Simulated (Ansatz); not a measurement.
Input for Ansatz (plane-wave DFT, PAW):

```yaml
crystal:
  lattice:
    - [8.3820161142, 0.0, 0.0]
    - [0.0, 8.3820161142, 0.0]
    - [0.0, 0.0, 2.5682560305]
  atoms:
    - { symbol: Mn, position: [0.6784086628, 0.1784086628, 0.5], spin: 2.33 }
    - { symbol: Mn, position: [0.8215913372, 0.6784086628, 0.5], spin: 2.33 }
    - { symbol: Mn, position: [0.3215913372, 0.8215913372, 0.5], spin: 2.33 }
    - { symbol: Mn, position: [0.1784086628, 0.3215913372, 0.5], spin: 2.33 }
    - { symbol: Ga, position: [0.5, 0.0, 0.0] }
    - { symbol: Ga, position: [0.0, 0.5, 0.0] }
    - { symbol: Ga, position: [0.204628629, 0.0631740263, 0.0] }
    - { symbol: Ga, position: [0.9368259737, 0.204628629, 0.0] }
    - { symbol: Ga, position: [0.795371371, 0.9368259737, 0.0] }
    - { symbol: Ga, position: [0.0631740263, 0.795371371, 0.0] }
    - { symbol: Ga, position: [0.704628629, 0.4368259737, 0.0] }
    - { symbol: Ga, position: [0.4368259737, 0.295371371, 0.0] }
    - { symbol: Ga, position: [0.295371371, 0.5631740263, 0.0] }
    - { symbol: Ga, position: [0.5631740263, 0.704628629, 0.0] }
basis:
  ecutwfc: 420
kpoints:
  mp_grid: { grid: [4, 4, 14] }
hamiltonian:
  xc: pbesol
scf:
  occupations: { method: gaussian, width: 0.1 }
output:
  forces: true
  stress: true
  eigenvalues: true
  populations: true
  write_density: true
  write_potential: true
  elf: true
  volumetric_format: npy
magnetization:
  spin_polarized: true
relax:
  adjacent_minimum: "off"
  f_tol: 0.01
  max_steps: 30
  cell: { stress_tol: 0.1, fix: [volume] }
```

Launched with
```bash
ansatz run input.yaml --threads 4 --pin off --max-ram 10240MiB --backend cpu --events-out ev --progress --plain --runs-dir out
```

These are results of DFT PBEsol, scalar-relativistic, plane waves, PAW in Ansatz, not measurements.

From the run's log, abridged (iterations and final results):

```
SCF iter   1: F=—  HF=-52905.798538 eV  |F-HF|=—  |Δ(HF+E_count)|=         —  Δρ=3.24e-2 (↑3.24e-2 ↓3.22e-2) dr2=6.37e0  dr2_m=1.90e-1  M=8.028 μB ∫|m|=9.162 μB  β_m=0.30  ethr=3.10e-3  ⟨swp⟩=5.4  Hψ=37783  notcnv=0  defer=172
Mixer restart at iter 1: flushing history
spin=Collinear: Kerker preconditioning applied to the charge; magnetization (m = ρ↑ − ρ↓) channel mixes plain (no charge-response kernel on spin).
SCF iter   2: F=—  HF=-52904.564827 eV  |F-HF|=—  |Δ(HF+E_count)|=    1.23e0  Δρ=2.09e-2 (↑1.83e-2 ↓2.09e-2) dr2=4.39e0  dr2_m=1.02e-1  M=8.070 μB ∫|m|=9.264 μB  β_m=0.40  ethr=3.10e-3  ⟨swp⟩=2.5  Hψ=16990  notcnv=0  defer=1564
SCF iter   3: F=—  HF=-52906.621415 eV  |F-HF|=—  |Δ(HF+E_count)|=    2.06e0  Δρ=1.81e-2 (↑1.61e-2 ↓1.81e-2) dr2=4.36e0  dr2_m=4.38e-2  M=7.937 μB ∫|m|=9.189 μB  β_m=0.36  ethr=2.31e-3  ⟨swp⟩=2.0  Hψ=12275  notcnv=0  defer=1564
SCF iter   4: F=—  HF=-52908.612029 eV  |F-HF|=—  |Δ(HF+E_count)|=    1.99e0  Δρ=1.11e-2 (↑8.70e-3 ↓1.11e-2) dr2=1.70e0  dr2_m=2.65e-2  M=7.558 μB ∫|m|=8.868 μB  β_m=0.67  ethr=2.29e-3  ⟨swp⟩=2.5  Hψ=14495  notcnv=0  defer=1543
SCF iter   5: F=—  HF=-52908.218206 eV  |F-HF|=—  |Δ(HF+E_count)|=   3.94e-1  Δρ=1.40e-2 (↑1.40e-2 ↓7.71e-3) dr2=7.61e-1  dr2_m=1.85e-2  M=6.997 μB ∫|m|=8.272 μB  β_m=0.72  ethr=8.95e-4  ⟨swp⟩=3.4  Hψ=20980  notcnv=0  defer=1497
SCF iter   6: F=—  HF=-52908.537265 eV  |F-HF|=—  |Δ(HF+E_count)|=   3.19e-1  Δρ=7.42e-3 (↑7.42e-3 ↓3.95e-3) dr2=2.02e-1  dr2_m=5.65e-3  M=7.072 μB ∫|m|=8.344 μB  β_m=0.80  ethr=4.00e-4  ⟨swp⟩=3.1  Hψ=21559  notcnv=0  defer=1521
SCF iter   7: F=—  HF=-52908.579374 eV  |F-HF|=—  |Δ(HF+E_count)|=         —  Δρ=3.25e-3 (↑3.25e-3 ↓7.35e-4) dr2=1.65e-2  dr2_m=5.79e-3  M=7.034 μB ∫|m|=8.279 μB  β_m=0.80  ethr=1.07e-4  ⟨swp⟩=3.0  Hψ=21192  notcnv=0  defer=1519
Mixer restart at iter 7: flushing history
SCF iter   8: F=—  HF=-52908.582296 eV  |F-HF|=—  |Δ(HF+E_count)|=   2.92e-3  Δρ=1.42e-3 (↑1.42e-3 ↓1.19e-3) dr2=6.81e-3  dr2_m=4.17e-5  M=7.050 μB ∫|m|=8.295 μB  β_m=0.68  ethr=8.71e-6  ⟨swp⟩=2.0  Hψ=21659  notcnv=0  defer=1523
SCF iter   9: F=—  HF=-52908.580019 eV  |F-HF|=—  |Δ(HF+E_count)|=   2.28e-3  Δρ=7.24e-4 (↑7.24e-4 ↓2.45e-4) dr2=1.21e-3  dr2_m=3.01e-4  M=7.032 μB ∫|m|=8.269 μB  β_m=0.74  ethr=3.59e-6  ⟨swp⟩=2.0  Hψ=21977  notcnv=0  defer=1509
SCF iter  10: F=—  HF=-52908.579860 eV  |F-HF|=—  |Δ(HF+E_count)|=   1.59e-4  Δρ=2.19e-4 (↑1.39e-4 ↓2.19e-4) dr2=6.30e-5  dr2_m=4.06e-5  M=7.029 μB ∫|m|=8.264 μB  β_m=0.75  ethr=6.37e-7  ⟨swp⟩=2.0  Hψ=13403  notcnv=0  defer=1501
SCF iter  11: F=—  HF=-52908.579859 eV  |F-HF|=—  |Δ(HF+E_count)|=   1.36e-6  Δρ=1.33e-4 (↑6.64e-5 ↓1.33e-4) dr2=7.75e-5  dr2_m=2.31e-6  M=7.027 μB ∫|m|=8.261 μB  β_m=0.77  ethr=3.32e-8  ⟨swp⟩=2.0  Hψ=18468  notcnv=0  defer=1501
SCF iter  12: F=—  HF=-52908.579854 eV  |F-HF|=—  |Δ(HF+E_count)|=   4.58e-6  Δρ=5.21e-5 (↑3.19e-5 ↓5.21e-5) dr2=2.28e-5  dr2_m=2.92e-7  M=7.025 μB ∫|m|=8.258 μB  β_m=0.77  ethr=3.32e-8  ⟨swp⟩=2.0  Hψ=19044  notcnv=0  defer=1501
SCF iter  13: F=—  HF=-52908.579850 eV  |F-HF|=—  |Δ(HF+E_count)|=   4.10e-6  Δρ=1.15e-5 (↑1.01e-5 ↓1.15e-5) dr2=1.46e-6  dr2_m=6.26e-9  M=7.025 μB ∫|m|=8.258 μB  β_m=0.89  ethr=1.20e-8  ⟨swp⟩=3.0  Hψ=19385  notcnv=0  defer=1501
SCF iter  14: F=—  HF=-52908.579850 eV  |F-HF|=—  |Δ(HF+E_count)|=   1.40e-7  Δρ=5.39e-6 (↑5.39e-6 ↓2.24e-6) dr2=1.05e-7  dr2_m=9.60e-9  M=7.025 μB ∫|m|=8.258 μB  β_m=0.89  ethr=7.67e-10  ⟨swp⟩=2.0  Hψ=13986  notcnv=0  defer=1501
SCF iter  15: F=-52908.579850 eV  HF=-52908.579850 eV  |F-HF|=3.75e-8  |Δ(HF+E_count)|=   1.21e-8  Δρ=2.07e-6 (↑1.45e-6 ↓2.07e-6) dr2=2.32e-8  dr2_m=3.13e-10  M=7.025 μB ∫|m|=8.258 μB  ethr=5.26e-11  ⟨swp⟩=12.0  Hψ=84445  notcnv=0
SCF 1 converged in 15 iterations: F = -52908.579850 eV  dr2 = 2.32e-8
relax step   1: F+E_penalty+E_count = -52908.57984976 eV  Δ(F+E_penalty+E_count) = +0.000e0 eV  max|allowed force component| = 5.255e-2 eV/Å  Δτ_max = 0.0000 Å  P = +13.838 GPa  Ω = 180.441 Å³  fix = [volume]  reactions: volume +13.838 GPa (15 SCF iters, dr2 threshold 1.00e-7 eV, accepted)
Initial density: handed on by an earlier stage of this run
Starting moments: Σ|m| = 9.32 μB on 4 of 14 sites; this step starts from the density that it was given
Initial wavefunctions: those handed on with the density
SCF iter   1: F=—  HF=-52908.581069 eV  |F-HF|=—  |Δ(HF+E_count)|=         —  Δρ=2.53e-4 (↑2.45e-4 ↓2.53e-4) dr2=4.21e-4  dr2_m=4.62e-5  M=7.010 μB ∫|m|=8.249 μB  β_m=0.65  ethr=2.22e-7  ⟨swp⟩=2.0  Hψ=34873  notcnv=0
spin=Collinear: Kerker preconditioning applied to the charge; magnetization (m = ρ↑ − ρ↓) channel mixes plain (no charge-response kernel on spin).
SCF iter   2: F=—  HF=-52908.581023 eV  |F-HF|=—  |Δ(HF+E_count)|=   4.59e-5  Δρ=1.21e-4 (↑1.21e-4 ↓1.08e-4) dr2=1.49e-4  dr2_m=9.36e-6  M=7.009 μB ∫|m|=8.248 μB  β_m=0.65  ethr=2.21e-7  ⟨swp⟩=1.0  Hψ=11524  notcnv=0
SCF iter   3: F=—  HF=-52908.580999 eV  |F-HF|=—  |Δ(HF+E_count)|=   2.32e-5  Δρ=5.12e-5 (↑5.12e-5 ↓4.32e-5) dr2=1.23e-5  dr2_m=2.23e-6  M=7.011 μB ∫|m|=8.249 μB  β_m=0.67  ethr=7.82e-8  ⟨swp⟩=2.2  Hψ=14536  notcnv=0
SCF iter   4: F=—  HF=-52908.580997 eV  |F-HF|=—  |Δ(HF+E_count)|=   2.25e-6  Δρ=2.67e-5 (↑1.50e-5 ↓2.67e-5) dr2=4.82e-6  dr2_m=3.61e-7  M=7.011 μB ∫|m|=8.249 μB  β_m=0.79  ethr=6.48e-9  ⟨swp⟩=2.0  Hψ=19096  notcnv=0
SCF iter   5: F=—  HF=-52908.580996 eV  |F-HF|=—  |Δ(HF+E_count)|=   8.38e-7  Δρ=1.02e-5 (↑7.53e-6 ↓1.02e-5) dr2=1.11e-6  dr2_m=3.70e-8  M=7.012 μB ∫|m|=8.250 μB  β_m=0.73  ethr=2.54e-9  ⟨swp⟩=2.0  Hψ=19071  notcnv=0
SCF iter   6: F=—  HF=-52908.580996 eV  |F-HF|=—  |Δ(HF+E_count)|=   4.02e-7  Δρ=9.99e-6 (↑9.99e-6 ↓3.44e-6) dr2=1.80e-7  dr2_m=2.85e-8  M=7.012 μB ∫|m|=8.250 μB  β_m=0.65  ethr=5.83e-10  ⟨swp⟩=2.0  Hψ=19131  notcnv=0
SCF iter   7: F=—  HF=-52908.580996 eV  |F-HF|=—  |Δ(HF+E_count)|=   1.16e-8  Δρ=2.10e-6 (↑2.10e-6 ↓2.02e-6) dr2=2.56e-8  dr2_m=1.54e-10  M=7.012 μB ∫|m|=8.250 μB  β_m=0.83  ethr=9.47e-11  ⟨swp⟩=2.0  Hψ=20272  notcnv=0
SCF iter   8: F=—  HF=-52908.580996 eV  |F-HF|=—  |Δ(HF+E_count)|=   5.16e-8  Δρ=1.70e-6 (↑6.55e-7 ↓1.70e-6) dr2=1.29e-8  dr2_m=6.01e-10  M=7.012 μB ∫|m|=8.250 μB  β_m=0.91  ethr=1.35e-11  ⟨swp⟩=2.0  Hψ=20325  notcnv=0
SCF iter   9: F=-52908.580996 eV  HF=-52908.580996 eV  |F-HF|=3.44e-8  |Δ(HF+E_count)|=   1.97e-8  Δρ=2.35e-6 (↑1.58e-6 ↓2.35e-6) dr2=3.55e-8  dr2_m=2.79e-10  M=7.012 μB ∫|m|=8.250 μB  ethr=6.76e-12  ⟨swp⟩=5.1  Hψ=67845  notcnv=0
SCF 2 converged in 9 iterations: F = -52908.580996 eV  dr2 = 3.55e-8
relax step   2: F+E_penalty+E_count = -52908.58099596 eV  Δ(F+E_penalty+E_count) = -1.146e-3 eV  max|allowed force component| = 1.899e-2 eV/Å  Δτ_max = 0.0035 Å  P = +13.789 GPa  Ω = 180.441 Å³  energy of the carried Pulay correction = +2.469e-17 eV  fix = [volume]  reactions: volume +13.789 GPa (9 SCF iters, dr2 threshold 1.73e-7 eV, accepted)
SCF iter   1: F=—  HF=-52908.581228 eV  |F-HF|=—  |Δ(HF+E_count)|=         —  Δρ=1.64e-4 (↑1.62e-4 ↓1.64e-4) dr2=1.39e-4  dr2_m=2.33e-5  M=7.000 μB ∫|m|=8.243 μB  β_m=0.65  ethr=7.35e-8  ⟨swp⟩=2.0  Hψ=34292  notcnv=0
spin=Collinear: Kerker preconditioning applied to the charge; magnetization (m = ρ↑ − ρ↓) channel mixes plain (no charge-response kernel on spin).
SCF iter   2: F=—  HF=-52908.581204 eV  |F-HF|=—  |Δ(HF+E_count)|=   2.35e-5  Δρ=7.70e-5 (↑7.70e-5 ↓7.21e-5) dr2=4.84e-5  dr2_m=4.64e-6  M=7.000 μB ∫|m|=8.242 μB  β_m=0.65  ethr=7.29e-8  ⟨swp⟩=1.1  Hψ=11535  notcnv=0
SCF iter   3: F=—  HF=-52908.581195 eV  |F-HF|=—  |Δ(HF+E_count)|=   9.58e-6  Δρ=2.42e-5 (↑2.40e-5 ↓2.42e-5) dr2=3.41e-6  dr2_m=5.64e-7  M=7.000 μB ∫|m|=8.243 μB  β_m=0.82  ethr=2.55e-8  ⟨swp⟩=2.1  Hψ=13938  notcnv=0
SCF iter   4: F=—  HF=-52908.581194 eV  |F-HF|=—  |Δ(HF+E_count)|=   2.95e-7  Δρ=1.14e-5 (↑1.04e-5 ↓1.14e-5) dr2=1.37e-6  dr2_m=3.45e-9  M=7.000 μB ∫|m|=8.243 μB  β_m=0.77  ethr=1.79e-9  ⟨swp⟩=2.0  Hψ=19113  notcnv=0
SCF iter   5: F=—  HF=-52908.581194 eV  |F-HF|=—  |Δ(HF+E_count)|=   4.81e-7  Δρ=6.50e-6 (↑6.50e-6 ↓3.22e-6) dr2=1.41e-7  dr2_m=1.30e-8  M=7.001 μB ∫|m|=8.243 μB  β_m=0.78  ethr=7.20e-10  ⟨swp⟩=2.0  Hψ=19537  notcnv=0
SCF iter   6: F=—  HF=-52908.581194 eV  |F-HF|=—  |Δ(HF+E_count)|=   3.44e-8  Δρ=3.87e-6 (↑3.87e-6 ↓1.69e-6) dr2=3.51e-8  dr2_m=2.78e-9  M=7.001 μB ∫|m|=8.243 μB  β_m=0.76  ethr=7.41e-11  ⟨swp⟩=2.0  Hψ=19044  notcnv=0
SCF iter   7: F=—  HF=-52908.581194 eV  |F-HF|=—  |Δ(HF+E_count)|=   1.74e-8  Δρ=1.33e-6 (↑6.96e-7 ↓1.33e-6) dr2=5.56e-9  dr2_m=7.50e-10  M=7.001 μB ∫|m|=8.243 μB  β_m=0.82  ethr=1.85e-11  ⟨swp⟩=2.0  Hψ=20314  notcnv=0
SCF iter   8: F=—  HF=-52908.581194 eV  |F-HF|=—  |Δ(HF+E_count)|=   1.22e-8  Δρ=1.08e-6 (↑4.99e-7 ↓1.08e-6) dr2=5.95e-9  dr2_m=1.77e-10  M=7.001 μB ∫|m|=8.243 μB  β_m=0.91  ethr=2.93e-12  ⟨swp⟩=2.0  Hψ=19114  notcnv=0
SCF iter   9: F=-52908.581194 eV  HF=-52908.581194 eV  |F-HF|=1.16e-9  |Δ(HF+E_count)|=   6.08e-9  Δρ=4.04e-7 (↑2.56e-7 ↓4.04e-7) dr2=1.35e-9  dr2_m=1.24e-11  M=7.001 μB ∫|m|=8.243 μB  ethr=2.93e-12  ⟨swp⟩=4.9  Hψ=62924  notcnv=0
the search or the solves at the SCF's close seem to have found levels that the self-consistency loop had missed (the run counts 1). By its estimate they hold under 1e-12 electrons; where the run keeps them, the occupations were computed again with them
SCF 3 converged in 9 iterations: F = -52908.581194 eV  dr2 = 1.35e-9
relax step   3: F+E_penalty+E_count = -52908.58119401 eV  Δ(F+E_penalty+E_count) = -1.981e-4 eV  max|allowed force component| = 1.884e-3 eV/Å  Δτ_max = 0.0021 Å  P = +13.760 GPa  Ω = 180.441 Å³  energy of the carried Pulay correction = +2.469e-17 eV  fix = [volume]  reactions: volume +13.760 GPa (9 SCF iters, dr2 threshold 2.25e-8 eV, accepted)
Initial wavefunctions: pseudopotential atomic-orbital guess (no wavefunctions were taken with the density)
SCF iter   1: F=—  HF=-52908.581190 eV  |F-HF|=—  |Δ(HF+E_count)|=         —  Δρ=3.14e-7 (↑2.52e-7 ↓3.14e-7) dr2=4.85e-10  dr2_m=1.27e-11  M=7.001 μB ∫|m|=8.243 μB  β_m=0.65  ethr=2.06e-8  ⟨swp⟩=3.3  Hψ=72297  notcnv=0
spin=Collinear: Kerker preconditioning applied to the charge; magnetization (m = ρ↑ − ρ↓) channel mixes plain (no charge-response kernel on spin).
SCF iter   2: F=—  HF=-52908.581189 eV  |F-HF|=—  |Δ(HF+E_count)|=   3.38e-7  Δρ=2.90e-7 (↑2.90e-7 ↓1.67e-7) dr2=2.18e-10  dr2_m=1.98e-11  M=7.001 μB ∫|m|=8.243 μB  β_m=0.46  ethr=1.00e-12  ⟨swp⟩=3.0  Hψ=29622  notcnv=0
SCF iter   3: F=-52908.581189 eV  HF=-52908.581189 eV  |F-HF|=9.46e-11  |Δ(HF+E_count)|=  4.37e-11  Δρ=1.26e-7 (↑1.11e-7 ↓1.26e-7) dr2=1.54e-10  dr2_m=1.95e-12  M=7.001 μB ∫|m|=8.243 μB  ethr=1.00e-12  ⟨swp⟩=6.4  Hψ=56852  notcnv=0
SCF 4 converged in 3 iterations: F = -52908.581189 eV  dr2 = 1.54e-10
SCF converged after 3 iterations
Magnetization: 7.0006 μB (98.5003 up, 91.4997 down)
Absolute magnetization: 8.2172 μB (∫|ρ↑−ρ↓|, with the PAW one-centre terms)
Spin contamination: 0.2892 ħ² per cell (⟨S²⟩ above its minimum at these occupations)
Per-site moments (μB) at R_I (Å): [(1.79655016, 1.02088194), (1.79655016, 1.02088194), (1.79655016, 1.02088194), (1.79655016, 1.02088194), (-0.03296183, 1.02088194), (-0.03296183, 1.02088194), (-0.03566340, 1.04345614), (-0.03566340, 1.04345614), (-0.03566340, 1.04345614), (-0.03566340, 1.04345614), (-0.03566340, 1.04345614), (-0.03566340, 1.04345614), (-0.03566340, 1.04345614), (-0.03566340, 1.04345614)]
Free energy (F): -52908.581189 eV
Harris-Foulkes:  -52908.581189 eV  (|F-HF|=9.46e-11)
Internal energy: -52908.547583 eV  (E = F + TS)
E sigma→0 (E₀):  -52908.564386 eV
Entropy (-TS):   -0.033607 eV (-2.400 meV/atom)
Fermi energy:    15.766772 eV
--- Per-component energies (eV) ---
  E_band       = -521.627213
  E_kinetic    = 2434.465299
  E_local      = -23016.537631  (includes V_loc(G=0)·N_el)
  E_nonlocal   = 5217.948184
  E_hartree    = 10660.038129
  E_xc         = -1166.166855
  E_vxc        = -1199.975400  (∫ρ·V_xc dr)
  E_paw        = -24561.248374  (= ΣΔE_a)
  E_vpaw       = -5277.602411  (= ΣTr[D̂ρ^β])
  E_aug_tail   = -0.001276  (compensation charges beyond the density's cutoff)
  E_ewald      = -22486.353438
  E_core_change = 9.308379  (= ΣΔE_core)
  E_smearing   = -0.033607  (= −TS)
--- Forces (eV/Å), atoms counted from 1 ---
  atom   1  Mn    -0.00188518    -0.00188518     0.00000000
  atom   2  Mn     0.00188518    -0.00188518     0.00000000
  atom   3  Mn     0.00188518     0.00188518     0.00000000
  atom   4  Mn    -0.00188518     0.00188518     0.00000000
  atom   5  Ga     0.00000000     0.00000000     0.00000000
  atom   6  Ga     0.00000000     0.00000000     0.00000000
  atom   7  Ga     0.00022681    -0.00097547     0.00000000
  atom   8  Ga     0.00097547     0.00022681     0.00000000
  atom   9  Ga    -0.00022681     0.00097547     0.00000000
  atom  10  Ga    -0.00097547    -0.00022681     0.00000000
  atom  11  Ga     0.00022681     0.00097547     0.00000000
  atom  12  Ga     0.00097547    -0.00022681     0.00000000
  atom  13  Ga    -0.00022681    -0.00097547     0.00000000
  atom  14  Ga    -0.00097547     0.00022681     0.00000000
--- Stress (GPa, compression-positive) ---
       13.760229       0.000000       0.000000
        0.000000      13.760229       0.000000
        0.000000       0.000000      13.758908
  P = ⅓ Tr σ = 13.7598 GPa (137.598 kbar)
--- Band table (eV; the first three rows and the last of 96) ---
  k-point 0 ↑: bands = ["-63.8668", "-63.8667", "-63.8667", "-63.8667", "-32.8006", "-32.8000", "-32.8000", "-32.7993", "-32.7475", "-32.7467", "-32.7461", "-32.7461", "-32.6449", "-32.6449", "-32.6449", "-32.6448", "0.1260", "0.2060", "0.2400", "0.2458", "0.2934", "0.2934", "0.3116", "0.3134", "0.3314", "0.3314", "0.3773", "0.4449", "0.4539", "0.4793", "0.5307", "0.5578", "0.5591", "0.5591", "0.6058", "0.6058", "0.6913", "0.6913", "0.7222", "0.7222", "0.7262", "0.7262", "0.7483", "0.7530", "0.7647", "0.7647", "0.7763", "0.7875", "0.7939", "0.7996", "0.8260", "0.8499", "0.8499", "0.8753", "0.8753", "0.8840", "0.8934", "0.9022", "0.9242", "0.9352", "0.9430", "0.9430", "0.9506", "0.9588", "0.9 ...
  k-point 1 ↑: bands = ["-63.8651", "-63.8650", "-63.8650", "-63.8650", "-32.7989", "-32.7983", "-32.7983", "-32.7977", "-32.7458", "-32.7451", "-32.7444", "-32.7444", "-32.6596", "-32.6596", "-32.6596", "-32.6595", "0.1425", "0.2209", "0.2508", "0.2603", "0.3178", "0.3178", "0.3235", "0.3283", "0.3573", "0.3573", "0.4064", "0.4768", "0.4880", "0.4917", "0.5402", "0.5599", "0.5702", "0.5702", "0.6065", "0.6065", "0.6972", "0.6972", "0.7035", "0.7035", "0.7278", "0.7278", "0.7293", "0.7460", "0.7460", "0.7512", "0.7631", "0.7639", "0.7812", "0.7925", "0.8292", "0.8299", "0.8299", "0.8613", "0.8613", "0.8682", "0.8970", "0.9035", "0.9127", "0.9247", "0.9309", "0.9309", "0.9372", "0.9479", "0.9 ...
  k-point 2 ↑: bands = ["-63.8603", "-63.8603", "-63.8603", "-63.8603", "-32.7942", "-32.7937", "-32.7937", "-32.7932", "-32.7410", "-32.7404", "-32.7399", "-32.7399", "-32.7007", "-32.7007", "-32.7007", "-32.7006", "0.1825", "0.2527", "0.2633", "0.3088", "0.3588", "0.3717", "0.3785", "0.3785", "0.4230", "0.4230", "0.4870", "0.5277", "0.5654", "0.5711", "0.5713", "0.5844", "0.5992", "0.5992", "0.6096", "0.6096", "0.6542", "0.6542", "0.6703", "0.6941", "0.6941", "0.7004", "0.7171", "0.7227", "0.7227", "0.7309", "0.7309", "0.7309", "0.7539", "0.7778", "0.7778", "0.8004", "0.8243", "0.8243", "0.8276", "0.8338", "0.8874", "0.8920", "0.8972", "0.8972", "0.8998", "0.9043", "0.9108", "0.9177", "0.9 ...
  k-point 47 ↓: bands = ["-61.8567", "-61.8567", "-61.8567", "-61.8567", "-30.9671", "-30.9671", "-30.9668", "-30.9668", "-30.8563", "-30.8563", "-30.8563", "-30.8563", "-30.8104", "-30.8104", "-30.8104", "-30.8104", "0.2850", "0.2850", "0.3475", "0.3475", "0.3868", "0.3868", "0.3995", "0.3995", "0.4075", "0.4075", "0.4197", "0.4197", "0.4780", "0.4780", "0.4981", "0.4981", "0.5083", "0.5083", "0.5127", "0.5127", "0.5731", "0.5731", "0.5825", "0.5825", "0.6812", "0.6812", "0.6940", "0.6940", "0.7432", "0.7432", "0.7472", "0.7472", "0.7547", "0.7547", "0.8284", "0.8284", "0.8578", "0.8578", "0.8596", "0.8596", "0.8635", "0.8635", "0.9309", "0.9309", "1.1016", "1.1016", "1.1351", "1.1351", "1. ...
--- Relaxed structure (3 steps of the walk, 3 accepted, 1 SCFs on fresh bases) ---
  F+E_penalty+E_count = -52908.58118929 eV   max|allowed force component| = 1.885e-3 eV/Å   (the final SCF, on the basis selected at the relaxed cell)
  cell:  # Å, volume = 180.4410 Å³
    - [8.38118392, 0.0, 0.0]
    - [0.0, 8.38118392, 0.0]
    - [0.0, 0.0, 2.56876607]
  atoms:
    - { symbol: Mn, position: [0.67848084, 0.17848084, 0.5] }
    - { symbol: Mn, position: [0.82151915, 0.67848084, 0.5] }
    - { symbol: Mn, position: [0.32151915, 0.82151915, 0.5] }
    - { symbol: Mn, position: [0.17848084, 0.32151915, 0.5] }
    - { symbol: Ga, position: [0.5, 0.0, 0.0] }
    - { symbol: Ga, position: [0.0, 0.5, 0.0] }
    - { symbol: Ga, position: [0.20410931, 0.06276669, 0.0] }
    - { symbol: Ga, position: [0.93723330, 0.20410931, 0.0] }
    - { symbol: Ga, position: [0.79589068, 0.93723330, 0.0] }
    - { symbol: Ga, position: [0.06276669, 0.79589068, 0.0] }
    - { symbol: Ga, position: [0.70410931, 0.43723330, 0.0] }
    - { symbol: Ga, position: [0.43723330, 0.29589068, 0.0] }
    - { symbol: Ga, position: [0.29589068, 0.56276669, 0.0] }
    - { symbol: Ga, position: [0.56276669, 0.70410931, 0.0] }
--- Löwdin populations: 14 sites ---
  site symbol q [e]    m [muB]
     0     Mn     14.4710     1.9313
     1     Mn     14.4710     1.9313
     2     Mn     14.4710     1.9313
     3     Mn     14.4710     1.9313
     4     Ga     13.1764    -0.0712
     5     Ga     13.1764    -0.0712
     6     Ga     13.1621    -0.0748
     7     Ga     13.1621    -0.0748
     8     Ga     13.1621    -0.0748
     9     Ga     13.1621    -0.0748
    10     Ga     13.1621    -0.0748
    11     Ga     13.1621    -0.0748
    12     Ga     13.1621    -0.0748
    13     Ga     13.1621    -0.0748
  spilling = 0.002457 (of n_electrons = 190.000000)
```

The relaxation met its thresholds.

The run took 95 s on 4 threads of AMD EPYC 9R45 96-Core Processor (Zen 5) (shared host), peak memory 2 GiB.

Only parallel moments were tried here.